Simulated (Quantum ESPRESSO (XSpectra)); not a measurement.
# The core hole at the B K edge of ZrB₂ (P6/mmm)

```
CELL_PARAMETERS angstrom
      3.16752     0.00000     0.00000
     -1.58376     2.74315     0.00000
      0.00000     0.00000     3.55239
ATOMIC_POSITIONS crystal
  Zr 0.00000 0.00000 0.00000
  B  0.33333 0.66667 0.50000
  B  0.66667 0.33333 0.50000
```

Geometry: Materials Project entry mp-1472 (a computed structure). The cell is the entry's, not relaxed again.

Absorber: atom 2, B on Wyckoff site d (site symmetry -6m2), with 3 B at 1.83 Å.

Method: LDA, no, half or full core hole, dipole K-edge X-ray absorption, plane waves, Troullier-Martins potentials made with ld1.x and PseudoDojo potentials for the other elements (Perdew-Zunger form enforced), scalar-relativistic, no spin, constant broadening (Quantum ESPRESSO (XSpectra)).

Full-hole run: 36-atom cell (absorber images 7.1 Å apart), 56 Ry, k meshes 4×4×3 (SCF) and 5×5×4 (spectrum), Lorentzian half width 0.5 eV. The ground-state test found no gap over 0.25 eV with this functional, so the cell is neutral with smeared occupations; energies count from the Fermi level. Field directions run: x; z, weighted by the site's symmetry in the crystal. Intensities are scaled to a mean of 1 over 0–35 eV.

The half-hole run shares these settings; the run without a hole takes the primitive cell with a 11×11×8 mesh.

| core hole | mean 0–10 eV | mean 10–20 eV | mean 20–30 eV | highest value below 30 eV |
|---|---|---|---|---|
| none (primitive cell) | 0.93 | 1.38 | 0.83 | 1.8 |
| half | 1.26 | 1.16 | 0.76 | 2.1 |
| full | 1.60 | 0.91 | 0.71 | 2.2 |

From no hole to a full hole the mean over the first 10 eV goes from 0.93 through 1.26 to 1.60: the hole pulls absorption towards the edge. The cell size was not varied. Each run counts from its own energy zero.
